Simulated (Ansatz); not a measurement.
Question: Each is relaxed and computed with DFT-r²SCAN in the program Ansatz with PAW potentials. Which is the only metal?
A) GaP, P4_2/mmc (Ga on 2c, P on 2e)
B) Ca3BiP, anti-perovskite
C) Ga2AsP, R3m (Ga on 3a, Ga on 3a, P on 3a, As on 3a)
D) Zn3P4W, Pmn2_1 (Pearson symbol oP16)

Answer: A, GaP, P4_2/mmc (Ga on 2c, P on 2e). GaP: metal; Ga2AsP: gap 1.46 eV (direct); Zn3P4W: gap 0.44 eV (indirect); Ca3BiP: gap 0.64 eV (direct). Constructed cells (a structure type filled with these elements, in neither database checked): GaP, P4_2/mmc (Ga on 2c, P on 2e). Typed or built starts, not in the databases checked: Zn3P4W, Pmn2_1 (Pearson symbol oP16). Not the usual ambient phase: GaP, P4_2/mmc (Ga on 2c, P on 2e). Standing as an ambient phase not checked: Ga2AsP, R3m (Ga on 3a, Ga on 3a, P on 3a, As on 3a); Ca3BiP, anti-perovskite. Perhaps ordered models of mixed-site phases: Ga2AsP, R3m (Ga on 3a, Ga on 3a, P on 3a, As on 3a). All cells were relaxed under the symmetry of their starts (and spin orders); stability against distortions was not tested throughout. Rows with no word on spin ran without spin polarisation. Spin–orbit coupling is left out wherever it is not named.

Potentials: the later of the program's two PAW sets.
